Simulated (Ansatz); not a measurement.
# Computed properties of MgSc$_{2}$S$_{4}$

MgSc2S4:
```cif
data_Mg8S32Sc16
_chemical_formula_sum 'Mg8 Sc16 S32'
_space_group_name_H-M_alt 'Fd-3m :1'
_space_group_IT_number 227
_space_group_name_Hall 'F 4d 2 3 -1d'
_cell_length_a 10.58072
_cell_length_b 10.58072
_cell_length_c 10.58072
_cell_angle_alpha 90.000
_cell_angle_beta 90.000
_cell_angle_gamma 90.000
loop_
_atom_site_label
_atom_site_type_symbol
_atom_site_symmetry_multiplicity
_atom_site_Wyckoff_symbol
_atom_site_fract_x
_atom_site_fract_y
_atom_site_fract_z
_atom_site_occupancy
Mg1 Mg 8 b 0.50000 0.50000 0.50000 1
Sc1 Sc 16 c 0.12500 0.12500 0.12500 1
S1 S 32 e 0.36692 0.36692 0.36692 1
```
(The calculation used a cell of 14 atoms; values per cell refer to that cell.)

Space group Fd-3m (No. 227), spinel; conventional cell a = b = c = 10.581 Å, α = β = γ = 90.00°.

Method: plane-wave PAW PBEsol (Ansatz code). Geometry: relaxed at this level of theory. Other levels are named where they apply.

**Cell and energy**

| Property | Value |
|---|---|
| Volume per atom | 21.15 Å³ |
| Density | 2.72 g/cm³ |
| Formation energy from the elements (no fitted shifts) | -1.83 eV/atom |

**Electronic structure**

| Quantity | Value |
|---|---|
| Band gap | 1.46 eV (direct) |
| Valence-band maximum | at Γ |
| Conduction-band minimum | at Γ |
| Electron effective mass | 0.51 mₑ (isotropic) |
| Hole effective mass, band 1 of 3 at the edge | 0.87 along [100], 2.4 along [110], 1.5 along [111] (mₑ) |
| Hole effective mass, band 2 of 3 at the edge | 0.87 along [100], 0.87 along [110], 1.5 along [111] (mₑ) |
| Hole effective mass, band 3 of 3 at the edge | 0.31 along [100], 0.25 along [110], 0.24 along [111] (mₑ) |
| HSE06 gap on the PBEsol cell | 2.62 eV |

**Mechanics**

| Item | Value |
|---|---|
| Bulk modulus (Birch–Murnaghan fit) | 74.8 GPa |
| Pressure derivative B′ | 4.2 |
| Elastic constants (relaxed ions, GPa) | C11 = 94.5, C12 = 65.1, C44 = 35.3 |
| Mechanical stability | stable (all eigenvalues of C positive) |
| Hill bulk and shear moduli | 74.9 and 24.8 GPa |
| Young's modulus | 67.0 GPa |
| Poisson's ratio | 0.35 |
| Debye temperature from the elastic constants | 366 K |

**Dielectric response**

| Quantity | Value |
|---|---|
| Electronic dielectric constant ε∞ (DFPT) | 6.61 |
| Born charges (a third of the trace) | Mg +2.44, Sc +3.64, S -2.43 e |

**Charges**

| Quantity | Result |
|---|---|
| Bader charges | Mg +1.64, Sc +1.79, S -1.30 e |

The workflow started from a Materials Project entry (that database holds measured and hypothetical structures alike); the Crystallography Open Database files this formula in space group No. 227, but the cells were not matched. Its standing as an ambient phase is unchecked. The PBEsol relaxation kept the symmetry of its start; its stability against distortions is not shown here. No spin polarisation was allowed. The references are the lowest solids computed at this level, not always the standard phases.

Potentials: the later of the program's two PAW sets.
